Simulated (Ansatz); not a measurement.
LiF (rock salt)

```
LiF
1.0
    0.00000     2.03393     2.03393
    2.03393     0.00000     2.03393
    2.03393     2.03393     0.00000
F Li
1 1
Direct
  0.00000   0.00000   0.00000
  0.50000   0.50000   0.50000
```

This relaxed cell (volume V₀) is scaled evenly in all directions, its shape held. Symmetry pins the atoms to their sites.

These are PBE (plane waves to 420 eV, PAW, scalar-relativistic; Ansatz, a quantum-chemistry and plane-wave program) values and carry that method's errors. k mesh 14×14×14 (Γ-centred), Fermi-Dirac smearing 0.05 eV. Stress and pressure are positive under compression. LiF was relaxed with its symmetry unable to fall.

At one point of the scan the stress tensor (GPa) is:

```
   8.82     0.00     0.00
   0.00     8.82     0.00
   0.00     0.00     8.82
```

Which point is it?
A. V/V₀ = 0.975
B. V/V₀ = 0.900
C. V/V₀ = 0.950
D. V/V₀ = 0.925

B, V/V₀ = 0.900

(A scan under strain: stresses follow from slopes of the energy per volume, elastic moduli from its curvatures.)
